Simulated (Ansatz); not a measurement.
An Ansatz (a first-principles code) run. Input:

Ansatz 0.2 input:
```yaml
crystal:
  lattice:
    - [9.6472268941, 0.0, 0.0]
    - [-4.823613447, 8.3547435663, 0.0]
    - [0.0, 0.0, 3.3660858905]
  atoms:
    - { symbol: Cs, position: [0.0, 0.0, 0.0] }
    - { symbol: Nb, position: [0.4863617747, 0.3732441695, 0.2489140498] }
    - { symbol: Nb, position: [0.5136382253, 0.6267558305, 0.7510859502] }
    - { symbol: Nb, position: [0.6267558305, 0.1131176052, 0.2489140498] }
    - { symbol: Nb, position: [0.3732441695, 0.8868823948, 0.7510859502] }
    - { symbol: Nb, position: [0.8868823948, 0.5136382253, 0.2489140498] }
    - { symbol: Nb, position: [0.1131176052, 0.4863617747, 0.7510859502] }
    - { symbol: S, position: [0.3333333333, 0.6666666667, 0.2509749669] }
    - { symbol: S, position: [0.6666666667, 0.3333333333, 0.7490250331] }
    - { symbol: S, position: [0.3506362876, 0.0598448418, 0.2533482038] }
    - { symbol: S, position: [0.6493637124, 0.9401551582, 0.7466517962] }
    - { symbol: S, position: [0.9401551582, 0.2907914457, 0.2533482038] }
    - { symbol: S, position: [0.0598448418, 0.7092085543, 0.7466517962] }
    - { symbol: S, position: [0.7092085543, 0.6493637124, 0.2533482038] }
    - { symbol: S, position: [0.2907914457, 0.3506362876, 0.7466517962] }
kpoints:
  mp_grid: { grid: [4, 4, 9] }
  band_path:
    path:
      - [[0.0, 0.0, 0.0], [0.5, 0.0, 0.0], [0.3333333333, 0.3333333333, 0.0], [0.0, 0.0, 0.0], [0.0, 0.0, 0.5], [0.5, 0.0, 0.5], [0.3333333333, 0.3333333333, 0.5], [0.0, 0.0, 0.5]]  # Γ-M-K-Γ-A-L-H-A
      - [[0.5, 0.0, 0.5], [0.5, 0.0, 0.0]]  # L-M
      - [[0.3333333333, 0.3333333333, 0.5], [0.3333333333, 0.3333333333, 0.0], [0.3333333333, 0.3333333333, -0.5]]  # H-K-H_2
    npoints: 7
basis: { xc_grid: 2 }
hamiltonian:
  xc: pbesol
  pseudopotentials: { kind: paw }
magnetization: { noncollinear: true, spin_orbit: true }
scf:
  n_extra_bands: 31
  convergence: { dr2_threshold: 0.0000000001 }
  occupations: { method: gaussian, width: 0.05 }
output: { eigenvalues: true }
```

Output (shortened):

```
Pseudopotential: Cs, paw_fr, valence charge 9
Pseudopotential: Nb, paw_fr, valence charge 13
Pseudopotential: S, paw_fr, valence charge 6
Functional definition: PBEsol
non-collinear run that drives no moment, with spin-orbit …
Crystal: 15 atoms, lattice volume = 271.307 Å³
Basis set: ecut = 420 eV, 5297 PW (Γ), exchange–correlation on 144×144×48 points (8 copies of the dense FFT grid, shifted against one another)
Bands: 166, of which v1, the nominal top of the filled ones, is band 135 counted from 1 (134 counted from 0)
Symmetry: 6 space group operations + 6 with time reversal
k-points: 28 of 144
Projection manifold: j_resolved (fully-relativistic pseudo-atomic orbitals)
SCF iter   1: F=—  HF=-39669.478789 eV  |F-HF|=—  |Δ(HF+E_count)|=         —  Δρ=4.65e-2  dr2=7.72e0  dr2_m=0.00e0 (ungated)  ethr=3.10e-3  |M|=0.00e0 ∫|m|=0.00e0 μB  |m|>n=0.0e0 m-floor=0.0e0 τ_xc=0.0e0  β_m=0.30  ⟨swp⟩=7.2  Hψ=12125  notcnv=0  defer=60
preconditioner: auto → Kerker (q_TF=auto, 2.429 Å⁻¹)
spin=Noncollinear: Kerker preconditioning applied to the charge; magnetization (m_x, m_y, m_z) channels mix plain (no charge-response kernel on spin).
SCF iter   2: F=—  HF=-39668.372306 eV  |F-HF|=—  |Δ(HF+E_count)|=    1.11e0  Δρ=3.47e-2  dr2=4.43e0  dr2_m=0.00e0 (ungated)  ethr=3.10e-3  |M|=0.00e0 ∫|m|=0.00e0 μB  |m|>n=0.0e0 m-floor=0.0e0 τ_xc=0.0e0  β_m=0.65  ⟨swp⟩=2.0  Hψ=2783  notcnv=0  defer=650
preconditioner: auto → Resta (q_TF=auto, 2.429 Å⁻¹)
spin=Noncollinear: Resta preconditioning applied to the charge; magnetization (m_x, m_y, m_z) channels mix plain (no charge-response kernel on spin).
SCF iter   3: F=—  HF=-39666.955476 eV  |F-HF|=—  |Δ(HF+E_count)|=    1.42e0  Δρ=4.48e-3  dr2=1.17e-1  dr2_m=0.00e0 (ungated)  ethr=3.10e-3  |M|=0.00e0 ∫|m|=0.00e0 μB  |m|>n=0.0e0 m-floor=0.0e0 τ_xc=0.0e0  β_m=0.70  ⟨swp⟩=3.4  Hψ=3867  notcnv=0  defer=654
SCF iter   4: F=—  HF=-39666.928569 eV  |F-HF|=—  |Δ(HF+E_count)|=   2.69e-2  Δρ=1.98e-3  dr2=2.76e-2  dr2_m=0.00e0 (ungated)  ethr=8.67e-5  |M|=0.00e0 ∫|m|=0.00e0 μB  |m|>n=0.0e0 m-floor=0.0e0 τ_xc=0.0e0  β_m=0.85  ⟨swp⟩=2.1  Hψ=3543  notcnv=0  defer=670
SCF iter   5: F=—  HF=-39666.920117 eV  |F-HF|=—  |Δ(HF+E_count)|=   8.45e-3  Δρ=5.36e-4  dr2=2.18e-3  dr2_m=0.00e0 (ungated)  ethr=2.04e-5  |M|=0.00e0 ∫|m|=0.00e0 μB  |m|>n=0.0e0 m-floor=0.0e0 τ_xc=0.0e0  β_m=0.92  ⟨swp⟩=2.0  Hψ=3202  notcnv=0  defer=670
SCF iter   6: F=—  HF=-39666.919643 eV  |F-HF|=—  |Δ(HF+E_count)|=   4.75e-4  Δρ=1.48e-4  dr2=1.05e-4  dr2_m=0.00e0 (ungated)  ethr=1.62e-6  |M|=0.00e0 ∫|m|=0.00e0 μB  |m|>n=0.0e0 m-floor=0.0e0 τ_xc=0.0e0  β_m=0.96  ⟨swp⟩=2.0  Hψ=3344  notcnv=0  defer=670
SCF iter   7: F=—  HF=-39666.919638 eV  |F-HF|=—  |Δ(HF+E_count)|=   4.49e-6  Δρ=3.94e-5  dr2=6.33e-6  dr2_m=0.00e0 (ungated)  ethr=7.79e-8  |M|=0.00e0 ∫|m|=0.00e0 μB  |m|>n=0.0e0 m-floor=0.0e0 τ_xc=0.0e0  β_m=0.98  ⟨swp⟩=2.0  Hψ=3206  notcnv=0  defer=670
SCF iter   8: F=—  HF=-39666.919576 eV  |F-HF|=—  |Δ(HF+E_count)|=   6.23e-5  Δρ=1.24e-5  dr2=7.25e-7  dr2_m=0.00e0 (ungated)  ethr=4.69e-9  |M|=0.00e0 ∫|m|=0.00e0 μB  |m|>n=0.0e0 m-floor=0.0e0 τ_xc=0.0e0  β_m=0.99  ⟨swp⟩=2.0  Hψ=3226  notcnv=0  defer=670
SCF iter  11: F=-39666.919576 eV  HF=-39666.919576 eV  |F-HF|=2.18e-11  |Δ(HF+E_count)|=  5.97e-10  Δρ=1.74e-7  dr2=9.39e-11  dr2_m=0.00e0 (ungated)  ethr=1.00e-12  |M|=0.00e0 ∫|m|=0.00e0 μB  |m|>n=0.0e0 m-floor=0.0e0 τ_xc=0.0e0  ⟨swp⟩=9.9  Hψ=10066  notcnv=0
SCF 1 converged in 11 iterations: F = -39666.919576 eV  dr2 = 9.39e-11
NSCF: frozen V_eff on 73 k-points
SCF converged after 11 iterations
Magnetization: |M| = 0.0000 μB,  M = (+0.0000, +0.0000, +0.0000) μB
Absolute magnetization: 0.0000 μB (∫|m|)
  site 0: m = (+0.0000, +0.0000, +0.0000) μB, |m| = 0.0000 μB  (R = 1.34 Å)
  site 1: m = (+0.0000, +0.0000, +0.0000) μB, |m| = 0.0000 μB  (R = 1.01 Å)
  site 2: m = (+0.0000, +0.0000, +0.0000) μB, |m| = 0.0000 μB  (R = 1.01 Å)
  site 3: m = (+0.0000, +0.0000, +0.0000) μB, |m| = 0.0000 μB  (R = 1.01 Å)
  site 4: m = (+0.0000, +0.0000, +0.0000) μB, |m| = 0.0000 μB  (R = 1.01 Å)
  site 5: m = (+0.0000, +0.0000, +0.0000) μB, |m| = 0.0000 μB  (R = 1.01 Å)
  site 6: m = (+0.0000, +0.0000, +0.0000) μB, |m| = 0.0000 μB  (R = 1.01 Å)
  site 7: m = (+0.0000, +0.0000, +0.0000) μB, |m| = 0.0000 μB  (R = 1.07 Å)
  site 8: m = (+0.0000, +0.0000, +0.0000) μB, |m| = 0.0000 μB  (R = 1.07 Å)
  site 9: m = (+0.0000, +0.0000, +0.0000) μB, |m| = 0.0000 μB  (R = 1.01 Å)
  site 10: m = (+0.0000, +0.0000, +0.0000) μB, |m| = 0.0000 μB  (R = 1.01 Å)
  site 11: m = (+0.0000, +0.0000, +0.0000) μB, |m| = 0.0000 μB  (R = 1.01 Å)
  site 12: m = (+0.0000, +0.0000, +0.0000) μB, |m| = 0.0000 μB  (R = 1.01 Å)
  site 13: m = (+0.0000, +0.0000, +0.0000) μB, |m| = 0.0000 μB  (R = 1.01 Å)
  site 14: m = (+0.0000, +0.0000, +0.0000) μB, |m| = 0.0000 μB  (R = 1.01 Å)
Free energy (F): -39666.919576 eV
Harris-Foulkes:  -39666.919576 eV  (|F-HF|=2.18e-11)
Internal energy: -39666.916107 eV  (E = F + TS)
E sigma→0 (E₀):  -39666.917841 eV
Entropy (-TS):   -0.003469 eV (-0.231 meV/atom)
Fermi energy:    13.140959 eV
--- Per-component energies (eV) ---
  E_band       = -583.689832
  E_kinetic    = 3391.167784
  E_local      = -8386.382342  (includes V_loc(G=0)·N_el)
  E_nonlocal   = 986.036474
  E_hartree    = 3128.805870
  E_xc         = -2001.471767
  E_vxc        = -2117.864369  (∫ρ·V_xc dr)
  E_paw        = -27773.530555  (= ΣΔE_a)
  E_vpaw       = -714.259254  (= ΣTr[D̂ρ^β])
  E_aug_tail   = 0.000043  (compensation charges beyond the density's cutoff)
  E_ewald      = -9013.320485
  E_core_change = 1.778872  (= ΣΔE_core)
  E_smearing   = -0.003469  (= −TS)
  E_closure    =  0.000000  (closes the sum)
  Σ components = -39666.919576   (vs F -39666.919576, Δ=0.00e0)
  [band-id]    e_kinetic+e_local+e_nonlocal+2·e_hartree+e_vxc+e_vpaw+e_augmentation_tail = -583.689924   (vs E_band -583.689832, Δ=-9.21e-5)
--- Band table (eV; the first three rows and the last of 28) ---
  k-point 0: bands = ["-42.0451", "-42.0451", "-42.0331", "-42.0331", "-42.0331", "-42.0331", "-41.9394", "-41.9394", "-41.9280", "-41.9280", "-41.9280", "-41.9280", "-19.7193", "-19.7193", "-19.7148", "-19.7148", "-19.6796", "-19.6796", "-19.5302", …
  k-point 1: bands = ["-42.0400", "-42.0400", "-42.0281", "-42.0281", "-42.0281", "-42.0281", "-41.9406", "-41.9406", "-41.9293", "-41.9293", "-41.9293", "-41.9293", "-19.7192", "-19.7192", "-19.7152", "-19.7152", "-19.6807", "-19.6807", "-19.5411", …
  k-point 2: bands = ["-42.0259", "-42.0259", "-42.0141", "-42.0141", "-42.0141", "-42.0141", "-41.9448", "-41.9448", "-41.9335", "-41.9335", "-41.9335", "-41.9335", "-19.7179", "-19.7179", "-19.7147", "-19.7147", "-19.6822", "-19.6822", "-19.5720", …
  k-point 27: bands = ["-42.0363", "-42.0363", "-42.0324", "-42.0324", "-42.0281", "-42.0281", "-41.9365", "-41.9365", "-41.9328", "-41.9328", "-41.9293", "-41.9293", "-19.7176", "-19.7176", "-19.7073", "-19.7073", "-19.6953", "-19.6953", "-19.5365", …
```

Cost: roughly 19 core-minutes on shared cores.

Space group P-3. The workflow started from a Materials Project entry (that database holds measured and hypothetical structures alike); the Crystallography Open Database copy checked does not list it. Its standing as an ambient phase is unchecked. Symmetry was held in the PBEsol relaxation; its stability against distortions is not shown here. No spin polarisation was allowed.

Potentials: the later of the program's two PAW sets.

Ansatz is a plane-wave DFT program.
